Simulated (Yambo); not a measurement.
Yambo input for BaZnBO$_{3}$F (space group P-6, No. 174) (a = 5.127 Å, b = 5.127 Å, c = 4.364 Å, α = 90.00°, β = 90.00°, γ = 120.00°), on norm-conserving LDA (Quantum ESPRESSO, 84 Ry, no spin-orbit coupling) wavefunctions on a 6×6×4 mesh:

```
optics
chi
dipoles
kernel
FFTGvecs= 40 Ry
Chimod= "HARTREE"
NGsBlkXd= 3 Ry
% QpntsRXd
 1 | 1 |
%
% BndsRnXd
 5 | 86 |
%
GrFnTpXd= "R"
% EnRngeXd
 0.0 | 20.0 | eV
%
% DmRngeXd
 0.2 | 0.2 | eV
%
CGrdSpXd= 50
ETStpsXd= 161
% LongDrXd
 1.0 | 0.0 | 0.0 |
%
```

First lines of the file o-*.eps_q1_inv_rpa_dyson:

```
Absorption @ Q(1):   1.00000000     0.00000000     0.00000000    [q->0 direction]
#
# [ X ] Hartree size     :   83
# [GEN] GF Energies     : Slater exchange(X)+Perdew & Wang(C)
# [GEN] Green`s Function     : Retarded
#
# [GEN] Gauge     : Length
# [GEN] [r,Vnl] included     : yes
#
#    E[1] [eV]     Im(eps)     Re(eps)     Im(eps_o)     Re(eps_o)
#
     0.000000     0.22994E-14     3.064948     0.25450E-18     3.279008
     0.125000     0.001268     3.065343     0.001382     3.279438
     0.250000     0.002542     3.066529     0.002769     3.280730
     0.375000     0.003825     3.068512     0.004167     3.282890
     0.500000     0.005123     3.071298     0.005581     3.285925
     0.625000     0.006442     3.074898     0.007017     3.289847
     0.750000     0.007787     3.079328     0.008482     3.294672
     0.875000     0.009164     3.084604     0.009981     3.300419
     1.000000     0.010579     3.090749     0.011521     3.307112
     1.125000     0.012040     3.097789     0.013111     3.314779
     1.250000     0.013554     3.105753     0.014759     3.323452
     1.375000     0.015130     3.114677     0.016474     3.333170
     1.500000     0.016778     3.124603     0.018266     3.343977
     1.625000     0.018509     3.135578     0.020149     3.355925
     1.750000     0.020336     3.147656     0.022136     3.369073
     1.875000     0.022274     3.160901     0.024242     3.383490
     2.000000     0.024341     3.175386     0.026489     3.399255
     2.125000     0.026558     3.191196     0.028898     3.416460
     2.250000     0.028952     3.208430     0.031499     3.435212
     2.375000     0.031554     3.227205     0.034325     3.455637
     2.500000     0.034404     3.247656     0.037421     3.477884
     2.625000     0.037556     3.269947     0.040842     3.502129
     2.750000     0.041076     3.294277     0.044662     3.528586
     2.875000     0.045058     3.320886     0.048981     3.557517
     3.000000     0.049630     3.350074     0.053939     3.589246
     3.125000     0.054984     3.382222     0.059739     3.624184
     3.250000     0.061413     3.417823     0.066697     3.662864
     3.375000     0.069403     3.457525     0.075329     3.705986
     3.500000     0.079826     3.502190     0.086563     3.754478
     3.625000     0.094403     3.552876     0.102220     3.809484
     3.750000     0.116849     3.610277     0.126216     3.871777
     3.875000     0.154621     3.670822     0.166386     3.937686
     4.000000     0.207934     3.714486     0.222929     3.986490
```
(The file goes on to the top of the energy range.) Convergence of the RPA response with its 6×6×4 mesh was not tested.

Geometry of the Materials Project entry, not relaxed at this level.
